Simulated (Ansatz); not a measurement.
**MgMnCd6O8: Coordination and ¹⁷O quadrupole coupling**

Cell: a Materials Project structure (computed, not necessarily an observed phase).

```cif
data_MgMnCd6O8
_symmetry_space_group_name_H-M 'Fm-3m'
_symmetry_Int_Tables_number 225
_cell_length_a 9.4215
_cell_length_b 9.4215
_cell_length_c 9.4215
_cell_angle_alpha 90.000
_cell_angle_beta 90.000
_cell_angle_gamma 90.000
loop_
_atom_site_label
_atom_site_type_symbol
_atom_site_symmetry_multiplicity
_atom_site_Wyckoff_symbol
_atom_site_fract_x
_atom_site_fract_y
_atom_site_fract_z
Mg Mg 4 b 0.5000 0.5000 0.5000
Mn Mn 4 a 0.0000 0.0000 0.0000
Cd Cd 24 d 0.0000 0.2500 0.2500
O9 O 24 e 0.2550 0.5000 0.5000
O10 O 8 c 0.2500 0.2500 0.2500
```

One atom of each set is listed; the run and its k-mesh use a cell of 16 atoms with edges of 6.66, 6.66, 6.66 Å.

Method: Kohn–Sham DFT in Ansatz, PBE+U (U = 4.9 eV on Mn d), plane waves and PAW, scalar-relativistic, collinear spin, 420 eV cutoff, Γ-centred 6×6×6 k-points, Fermi–Dirac smearing 0.05 eV. Start moments as typed (μB): 5 on each Mn, none on the rest.

Q(¹⁷O) = -25.58 mb.

**Question.** Order the O environments from the weakest to the strongest quadrupole coupling.
A. O10: 6 Cd at 2.36 Å
B. O9: 1 Mg at 2.31 Å, 4 Cd at 2.36 Å, 1 Mn at 2.40 Å

**Answer.** A (0 MHz, η = –), B (0.935 MHz, η = 0.00).

An axis of threefold or higher order runs through O9, so V_zz lies along it and η is zero. O10 sits on a cubic site, where every gradient vanishes.

The run finds no gap above 0.1 eV (a metal, or nearly one), so the gradients can move by 10 % or more with the k-mesh. Without spin–orbit coupling (the program notes it for Cd) the gradients can shift somewhat, as the gap is small. Semilocal functionals make gaps too small and can close them, so the real compound need not be a metal. All moments are parallel here, as the start or the cell imposes; many such compounds order antiparallel, where fields and spin densities carried over to other atoms largely cancel. The magnetic order is the one that the run reached from its start moments, not necessarily the measured one.
